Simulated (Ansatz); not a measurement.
Q: Each is relaxed and computed with the program Ansatz at the r²SCAN level (PAW). Which alone has a direct gap?
A. VBiO4, C2 (V on 2a, Bi on 2b, O on 4c, O on 4c)
B. CoBiO3, P4mm (Co on 1b, Bi on 1a, O on 2c, O on 1b)
C. BiClO, P4/nmm (Bi on 2c, Cl on 2c, O on 2a)
D. BiBrO, P4/nmm (Bi on 2c, Br on 2c, O on 2a)

A: A, VBiO4, C2 (V on 2a, Bi on 2b, O on 4c, O on 4c). VBiO4: gap 3.26 eV (direct); BiClO: gap 2.99 eV (indirect); CoBiO3: gap 0.29 eV (indirect); BiBrO: gap 2.63 eV (indirect). Not the usual ambient phase: VBiO4, C2 (V on 2a, Bi on 2b, O on 4c, O on 4c). Standing as an ambient phase not checked: BiClO, P4/nmm (Bi on 2c, Cl on 2c, O on 2a); CoBiO3, P4mm (Co on 1b, Bi on 1a, O on 2c, O on 1b); BiBrO, P4/nmm (Bi on 2c, Br on 2c, O on 2a). Weakly bound layers, chains or molecules computed without a dispersion correction, so cells and soft constants are ill determined: BiClO, P4/nmm (Bi on 2c, Cl on 2c, O on 2a); BiBrO, P4/nmm (Bi on 2c, Br on 2c, O on 2a). All cells were relaxed under the symmetry of their starts (and spin orders); stability against distortions was not tested throughout. Rows with no word on spin ran without spin polarisation. Spin–orbit coupling is left out wherever it is not named.

Potentials: the later of the program's two PAW sets.
